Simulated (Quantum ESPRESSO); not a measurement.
Band energies of RbBr at -3 % isotropic strain

```
CELL_PARAMETERS angstrom
      3.94953     0.00000     0.00000
      0.00000     3.94953     0.00000
      0.00000     0.00000     3.94953
ATOMIC_POSITIONS crystal
  Br 0.50000 0.50000 0.50000
  Rb 0.00000 0.00000 0.00000
```

PBEsol (pw.x of Quantum ESPRESSO, ONCV potentials, without SOC); path ΓXMΓRX,MR; energies in eV from the valence-band maximum.

```
k (1/Å)  point  band 4  band 5  band 6  band 7  band 8  band 9  band 10  band 11
-------  -----  ------  ------  ------  ------  ------  ------  -------  -------
0.00         Γ   -8.84   -8.84   -0.15   -0.15   -0.15    4.38     5.26     5.26
0.45             -8.79   -8.79   -1.51   -0.25   -0.25    5.93     6.13     7.19
0.80         X   -8.76   -8.76   -2.14   -0.31   -0.31    6.78     7.58     8.27
1.02             -8.87   -8.75   -1.97   -0.52   -0.25    6.73     7.34     8.14
1.48             -9.29   -8.71   -1.26   -1.18   -0.02    5.29     6.25     8.04
1.59         M   -9.32   -8.71   -1.21   -1.21    0.00    5.20     6.19     7.96
2.00             -9.01   -8.74   -1.39   -0.99   -0.15    6.05     6.63     8.45
2.41             -8.81   -8.81   -0.75   -0.42   -0.19    5.32     5.75     6.09
2.72         Γ   -8.84   -8.84   -0.15   -0.15   -0.15    4.38     5.26     5.26
2.91             -8.86   -8.81   -0.41   -0.24   -0.24    4.84     5.54     5.54
3.31             -8.99   -8.84   -1.00   -0.78   -0.78    6.92     7.21     7.21
3.80             -9.14   -9.14   -1.55   -1.55   -1.38    7.50     8.21     8.21
4.09         R   -9.17   -9.17   -1.73   -1.73   -1.73    8.57     8.57     8.57
4.20             -9.16   -9.16   -1.71   -1.70   -1.67    8.35     8.50     8.51
4.71             -9.00   -8.94   -1.60   -1.00   -0.59    6.91     7.37     7.45
5.12             -8.77   -8.77   -2.10   -0.35   -0.31    6.80     7.57     8.18
5.22         X   -8.76   -8.76   -2.14   -0.31   -0.31    6.78     7.58     8.27
5.22         M   -9.32   -8.71   -1.21   -1.21    0.00    5.20     6.19     7.96
5.52             -9.27   -8.85   -1.37   -1.37   -0.65    5.98     7.37     8.04
6.01         R   -9.17   -9.17   -1.73   -1.73   -1.73    8.57     8.57     8.57
```

The PBEsol gap is indirect, 4.38 eV, from M to Γ; the smallest direct gap is 4.54 eV.

Spin-orbit splittings are left out.

Geometry strained from the cell relaxed with PBEsol, atoms relaxed again.

This is not the ordinary phase of the substance; no match was found in the copy of COD used, and its stability was not checked.
